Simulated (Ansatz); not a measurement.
SiB₂Os₂ (Cmmm), relaxed and computed with several functionals in Ansatz (plane waves, PAW).

```json
[
 {"functional": "PBE", "a (Å)": "2.910", "c (Å)": "2.811", "V (Å³/atom)": "10.71", "ΔH_f (eV/atom)": "0.18"},
 {"functional": "r²SCAN", "a (Å)": "2.888", "c (Å)": "2.793", "V (Å³/atom)": "10.51", "ΔH_f (eV/atom)": "0.21"},
 {"functional": "PBEsol", "a (Å)": "2.888", "c (Å)": "2.787", "V (Å³/atom)": "10.46", "ΔH_f (eV/atom)": "0.13"}
]
```

Typed or built starts, not in the databases checked: SiB2Os2, Cmmm (Si on 2a, Os on 4j, B on 4i). All cells were relaxed under the symmetry of their starts (and spin orders); stability against distortions was not tested throughout. Rows with no word on spin ran without spin polarisation. Spin–orbit coupling is left out wherever it is not named.

Potentials: the later of the program's two PAW sets.

Ansatz (a first-principles code) is a plane-wave DFT program.

Formation energies count from the lowest solids of the elements computed at the same level, not from gases.
